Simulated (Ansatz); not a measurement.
The elements of this relaxed trial crystal are hidden behind letters.

```
lattice vectors (Å)
   3.2138   -4.7398    0.0000
   3.2138    4.7398    0.0000
   0.0000    0.0000    6.6206
fractional positions
X 0.5000 0.5000 0.5000
Z 0.5000 0.0000 0.7427
Z 0.0000 0.5000 0.2573
Z 0.0000 0.5000 0.7427
Z 0.5000 0.0000 0.2573
Z 0.1363 0.8637 0.5000
Z 0.8637 0.1363 0.5000
Q 0.6379 0.3621 0.0000
Q 0.3621 0.6379 0.0000
```

The calculation used DFT PBE, scalar-relativistic, plane waves, PAW (Ansatz 0.2.0). Settings of the last relaxation (9-atom cell): 420 eV, 8×8×6 k points, Gaussian smearing of 0.10 eV, no spin polarisation.

* Space group: Cmmm (No. 65)
* Conventional cell: a = 6.428 Å, b = 9.480 Å, c = 6.621 Å
* Volume per atom: 22.41 Å³
* Density: 3.71 g/cm³
* Formation energy: +0.15 eV/atom
* Gap on the 8×8×6 mesh of the 9-atom cell: 0 eV (a metal)

Energies are uncorrected and count from the elements' standard states at the same level.

Task: X is an s-block element of period 6, Z is a p-block element of period 3 and Q is a p-block element of period 4. Which elements are they?

Result: X = Ba, Z = Si, Q = Ge, so the formula is BaSi6Ge2. Density times volume gives a mean mass of 3.71 × 22.41/1.6605 = 50.1 u per atom, and this set has 50.1 u. Around Ba lie 14 Si at 3.28–3.46 Å and 4 Ge at 3.56 Å; Si on a site of symmetry 2 is surrounded by 2 Si at 2.52 Å, 2 Ge at 2.57 Å, 3 Si at 3.21 Å, 2 Ba at 3.28 Å and 1 Si at 3.41 Å; Ge has 4 Si at 2.57 Å, 1 Ge at 2.61 Å and 2 Ba at 3.56 Å; 1 more site not described. Other sets within the hints have nearly the same mass, so mass alone doesn't settle it; this one was computed.

A structure relaxed within its symmetry needn't be a true minimum.
